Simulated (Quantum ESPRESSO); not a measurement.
## MgGa3SP3 (one run as intended and one with a planted mistake)

Simulated, not a measurement. The program is pw.x of Quantum ESPRESSO 7.5 (plane-wave density functional theory). The cell is made up: 8 atoms on a zincblende/diamond lattice, with randomly drawn elements, strain and displacements, not relaxed. PseudoDojo standard norm-conserving files (v0.5 for PBE, v0.4.1 for LDA and PBEsol) set the functional; there is no spin polarisation, spin-orbit coupling or dispersion term, and the masses in the input are unused placeholders.

Intended input:

```
&control calculation='scf', pseudo_dir='./dojo.nc.sr.pbe.v0_5.standard.upf', outdir='./o', disk_io='medium', tprnfor=.true., tstress=.true. /
&system ibrav=0, nat=8, ntyp=4, nbnd=41, ecutwfc=84.00895049, nosym=.true., tot_charge=0,
 occupations='smearing', smearing='fd', degauss=0.0018374661
/
&electrons conv_thr=7.350e-09, electron_maxstep=60, /
ATOMIC_SPECIES
Ga 1.0 Ga.upf
Mg 1.0 Mg.upf
P 1.0 P.upf
S 1.0 S.upf
CELL_PARAMETERS angstrom
5.6116 -0.0604 0.0356
-0.0604 5.5428 -0.0349
0.0356 -0.0349 5.5396
ATOMIC_POSITIONS angstrom
Mg -0.0254 -0.0278 -0.0079
Ga -0.0121 2.7652 2.796
Ga 2.8111 -0.0335 2.7535
Ga 2.7766 2.7525 -0.0002
S 1.4049 1.359 1.4139
P 1.3919 4.1288 4.1315
P 4.2247 1.2684 4.146
P 4.1864 4.1048 1.3747
K_POINTS automatic
4 4 4 1 1 1
```

The log is shortened where brackets say so; the opening notice, blank lines, dates and the lines on written files are dropped, and the path of the files is cut. It prints rydbergs, bohrs and kilobars, and counts compression as positive stress. Where no state is partly filled, the Fermi energy that it prints is only some level between the filled and the empty states on the mesh, and need not lie in the true gap.

Log of the intended run:

```
     Program PWSCF v.7.5
     Parallel version (MPI & OpenMP), running on       1 processor cores
     Number of MPI processes:                 1
     Threads/MPI process:                     1
     [start-up lines left out]
     bravais-lattice index     =            0
     lattice parameter (alat)  =      10.6052  a.u.
     unit-cell volume          =    1162.5334 (a.u.)^3
     number of atoms/cell      =            8
     number of atomic types    =            4
     number of electrons       =        70.00
     number of Kohn-Sham states=           41
     kinetic-energy cutoff     =      84.0090  Ry
     charge density cutoff     =     336.0358  Ry
     scf convergence threshold =      7.3E-09
     mixing beta               =       0.7000
     number of iterations used =            8  plain     mixing
     Exchange-correlation= PBE
                           (   1   4   3   4   0   0   0)
     [axes and pseudopotential details left out]
   Cartesian axes
     site n.     atom                  positions (alat units)
         1        Mg     tau(   1) = (  -0.0045260  -0.0049536  -0.0014077  )
         2        Ga     tau(   2) = (  -0.0021561   0.4927265   0.4982147  )
         3        Ga     tau(   3) = (   0.5009054  -0.0059693   0.4906417  )
         4        Ga     tau(   4) = (   0.4947579   0.4904635  -0.0000356  )
         5        S      tau(   5) = (   0.2503369   0.2421580   0.2519406  )
         6        P      tau(   6) = (   0.2480204   0.7357042   0.7361853  )
         7        P      tau(   7) = (   0.7527925   0.2260142   0.7387691  )
         8        P      tau(   8) = (   0.7459679   0.7314277   0.2449556  )
     number of k points=    32  Fermi-Dirac smearing, width (Ry)=  0.0018
                       cart. coord. in units 2pi/alat
        k(    1) = (   0.1255919   0.1287274   0.1266384), wk =   0.0625000
        k(    2) = (   0.1240020   0.1303049   0.3799277), wk =   0.0625000
     [further k points left out]
     Dense  grid:   120885 G-vectors     FFT dimensions: (  64,  64,  64)
     Estimated max dynamical RAM per process >     163.80 MB
     Initial potential from superposition of free atoms
     starting charge      69.9907, renormalised to      70.0000
     Starting wfcs are   48 randomized atomic wfcs
     total cpu time spent up to now is       18.3 secs
     per-process dynamical memory:    93.3 Mb
     Self-consistent Calculation
     iteration #  1     ecut=    84.01 Ry     beta= 0.70
     Davidson diagonalization with overlap
     ethr =  1.00E-02,  avg # of iterations =  4.1
     Threshold (ethr) on eigenvalues was too large:
     Diagonalizing with lowered threshold
     Davidson diagonalization with overlap
     ethr =  5.66E-04,  avg # of iterations =  2.0
     total cpu time spent up to now is       95.2 secs
     total energy              =    -641.34525862 Ry
     estimated scf accuracy    <       0.39397531 Ry
     iteration #  2     ecut=    84.01 Ry     beta= 0.70
     Davidson diagonalization with overlap
     ethr =  5.63E-04,  avg # of iterations =  3.7
     total cpu time spent up to now is      132.3 secs
     total energy              =    -641.43855203 Ry
     estimated scf accuracy    <       0.14607249 Ry
     [iterations 3 to 8 left out]
     iteration #  9     ecut=    84.01 Ry     beta= 0.70
     Davidson diagonalization with overlap
     ethr =  1.81E-10,  avg # of iterations =  2.8
     total cpu time spent up to now is      417.5 secs
     total energy              =    -641.47240035 Ry
     estimated scf accuracy    <       0.00000003 Ry
     iteration # 10     ecut=    84.01 Ry     beta= 0.70
     Davidson diagonalization with overlap
     ethr =  3.81E-11,  avg # of iterations =  2.0
     total cpu time spent up to now is      458.4 secs
     End of self-consistent calculation
     [lines on levels left out]
     the Fermi energy is     6.7887 ev
!    total energy              =    -641.47240036 Ry
     estimated scf accuracy    <          2.1E-09 Ry
     smearing contrib. (-TS)   =      -0.00000000 Ry
     internal energy E=F+TS    =    -641.47240036 Ry
     The total energy is F=E-TS. E is the sum of the following terms:
     one-electron contribution =    -342.03244139 Ry
     hartree contribution      =     211.39021578 Ry
     xc contribution           =    -160.17491176 Ry
     ewald contribution        =    -350.65526300 Ry
     convergence has been achieved in  10 iterations
     Forces acting on atoms (cartesian axes, Ry/au):
     atom    1 type  2   force =     0.00873229    0.01643557   -0.00786706
     atom    2 type  1   force =    -0.02310228    0.01770689    0.00636025
     atom    3 type  1   force =     0.02265459   -0.02419229    0.01694618
     atom    4 type  1   force =     0.02177086    0.01239984   -0.02562355
     atom    5 type  4   force =     0.00405977    0.01056132    0.00057333
     atom    6 type  3   force =     0.01945575   -0.02394963   -0.01293234
     atom    7 type  3   force =    -0.02497630    0.02371657   -0.00628263
     atom    8 type  3   force =    -0.02859468   -0.03267828    0.02882580
     Total force =     0.095686     Total SCF correction =     0.000137
     Computing stress (Cartesian axis) and pressure
          total   stress  (Ry/bohr**3)                   (kbar)     P=        8.47
   0.00002703   0.00007393  -0.00009293            3.98       10.88      -13.67
   0.00007393   0.00006412  -0.00000713           10.88        9.43       -1.05
  -0.00009293  -0.00000713   0.00008164          -13.67       -1.05       12.01
     init_run     :     17.25s CPU     18.14s WALL (       1 calls)
     electrons    :    419.32s CPU    440.08s WALL (       1 calls)
     forces       :      5.39s CPU      5.46s WALL (       1 calls)
     stress       :     21.97s CPU     22.14s WALL (       1 calls)
     [timing details left out]
     PWSCF        :   7m44.25s CPU   8m 6.81s WALL
     JOB DONE.
```

A second run has one planted mistake: the files are those of another functional. The input lines that differ, file-writing options aside:

```
- &control calculation='scf', pseudo_dir='./dojo.nc.sr.pbe.v0_5.standard.upf', outdir='./o', disk_io='medium', tprnfor=.true., tstress=.true. /
+ &control calculation='scf', pseudo_dir='./dojo.nc.sr.pbesol.v0_4_1.standard.upf', outdir='./o', disk_io='medium', tprnfor=.true., tstress=.true. /
```

Its log:

```
     Program PWSCF v.7.5
     Parallel version (MPI & OpenMP), running on       1 processor cores
     Number of MPI processes:                 1
     Threads/MPI process:                     1
     [start-up lines left out]
     bravais-lattice index     =            0
     lattice parameter (alat)  =      10.6052  a.u.
     unit-cell volume          =    1162.5334 (a.u.)^3
     number of atoms/cell      =            8
     number of atomic types    =            4
     number of electrons       =        70.00
     number of Kohn-Sham states=           41
     kinetic-energy cutoff     =      84.0090  Ry
     charge density cutoff     =     336.0358  Ry
     scf convergence threshold =      7.3E-09
     mixing beta               =       0.7000
     number of iterations used =            8  plain     mixing
     Exchange-correlation= PBESOL
                           (   1   4  10   8   0   0   0)
     [axes and pseudopotential details left out]
   Cartesian axes
     site n.     atom                  positions (alat units)
         1        Mg     tau(   1) = (  -0.0045260  -0.0049536  -0.0014077  )
         2        Ga     tau(   2) = (  -0.0021561   0.4927265   0.4982147  )
         3        Ga     tau(   3) = (   0.5009054  -0.0059693   0.4906417  )
         4        Ga     tau(   4) = (   0.4947579   0.4904635  -0.0000356  )
         5        S      tau(   5) = (   0.2503369   0.2421580   0.2519406  )
         6        P      tau(   6) = (   0.2480204   0.7357042   0.7361853  )
         7        P      tau(   7) = (   0.7527925   0.2260142   0.7387691  )
         8        P      tau(   8) = (   0.7459679   0.7314277   0.2449556  )
     number of k points=    32  Fermi-Dirac smearing, width (Ry)=  0.0018
                       cart. coord. in units 2pi/alat
        k(    1) = (   0.1255919   0.1287274   0.1266384), wk =   0.0625000
        k(    2) = (   0.1240020   0.1303049   0.3799277), wk =   0.0625000
     [further k points left out]
     Dense  grid:   120885 G-vectors     FFT dimensions: (  64,  64,  64)
     Estimated max dynamical RAM per process >     163.80 MB
     Initial potential from superposition of free atoms
     starting charge      69.9914, renormalised to      70.0000
     Starting wfcs are   48 randomized atomic wfcs
     total cpu time spent up to now is        8.5 secs
     per-process dynamical memory:    93.3 Mb
     Self-consistent Calculation
     iteration #  1     ecut=    84.01 Ry     beta= 0.70
     Davidson diagonalization with overlap
     ethr =  1.00E-02,  avg # of iterations =  4.1
     Threshold (ethr) on eigenvalues was too large:
     Diagonalizing with lowered threshold
     Davidson diagonalization with overlap
     ethr =  5.22E-04,  avg # of iterations =  2.0
     total cpu time spent up to now is       44.8 secs
     total energy              =    -640.43041904 Ry
     estimated scf accuracy    <       0.36353423 Ry
     iteration #  2     ecut=    84.01 Ry     beta= 0.70
     Davidson diagonalization with overlap
     ethr =  5.19E-04,  avg # of iterations =  3.8
     total cpu time spent up to now is       63.5 secs
     total energy              =    -640.51420652 Ry
     estimated scf accuracy    <       0.14280967 Ry
     [iterations 3 to 8 left out]
     iteration #  9     ecut=    84.01 Ry     beta= 0.70
     Davidson diagonalization with overlap
     ethr =  1.59E-10,  avg # of iterations =  2.2
     total cpu time spent up to now is      193.1 secs
     total energy              =    -640.54775156 Ry
     estimated scf accuracy    <       0.00000002 Ry
     iteration # 10     ecut=    84.01 Ry     beta= 0.70
     Davidson diagonalization with overlap
     ethr =  2.56E-11,  avg # of iterations =  2.0
     total cpu time spent up to now is      209.4 secs
     End of self-consistent calculation
     [lines on levels left out]
     the Fermi energy is     6.6339 ev
!    total energy              =    -640.54775156 Ry
     estimated scf accuracy    <          1.3E-09 Ry
     smearing contrib. (-TS)   =      -0.00000000 Ry
     internal energy E=F+TS    =    -640.54775156 Ry
     The total energy is F=E-TS. E is the sum of the following terms:
     one-electron contribution =    -342.61407924 Ry
     hartree contribution      =     211.09553082 Ry
     xc contribution           =    -158.37394015 Ry
     ewald contribution        =    -350.65526300 Ry
     convergence has been achieved in  10 iterations
     Forces acting on atoms (cartesian axes, Ry/au):
     atom    1 type  2   force =     0.00885609    0.01645276   -0.00746439
     atom    2 type  1   force =    -0.02211512    0.01696269    0.00637496
     atom    3 type  1   force =     0.02214910   -0.02335972    0.01671457
     atom    4 type  1   force =     0.02131408    0.01195526   -0.02444863
     atom    5 type  4   force =     0.00622245    0.01232355    0.00267986
     atom    6 type  3   force =     0.02083742   -0.02550075   -0.01513552
     atom    7 type  3   force =    -0.02668992    0.02517355   -0.00876919
     atom    8 type  3   force =    -0.03057410   -0.03400733    0.03004834
     Total force =     0.098292     Total SCF correction =     0.000120
     Computing stress (Cartesian axis) and pressure
          total   stress  (Ry/bohr**3)                   (kbar)     P=      -16.49
  -0.00014306   0.00007039  -0.00009204          -21.04       10.36      -13.54
   0.00007039  -0.00010586  -0.00000740           10.36      -15.57       -1.09
  -0.00009204  -0.00000740  -0.00008739          -13.54       -1.09      -12.85
     init_run     :      7.99s CPU      8.40s WALL (       1 calls)
     electrons    :    193.84s CPU    200.90s WALL (       1 calls)
     forces       :      2.61s CPU      2.64s WALL (       1 calls)
     stress       :      9.51s CPU      9.62s WALL (       1 calls)
     [timing details left out]
     PWSCF        :   3m34.04s CPU   3m41.75s WALL
     JOB DONE.
```

|  | intended run | run with the mistake |
| --- | --- | --- |
| free energy (eV) | -8727.677 | -8715.096 |
| smearing term -TS (eV) | 0.0000 | 0.0000 |
| pressure (GPa) | 0.85 | -1.65 |
| largest force component (eV/Å) | 0.840 | 0.874 |
| largest change of a force component (eV/Å) |  | 0.064 |
| iterations | 10 | 10 |

For scale, a rerun of the intended cell at 1437 eV and a 6 x 6 x 6 mesh moved values by no more than 0.007 eV in energy, 0.02 GPa in stress and 0.003 eV/Å in force. Files of another functional have another zero of energy, so the energy change says nothing on stability.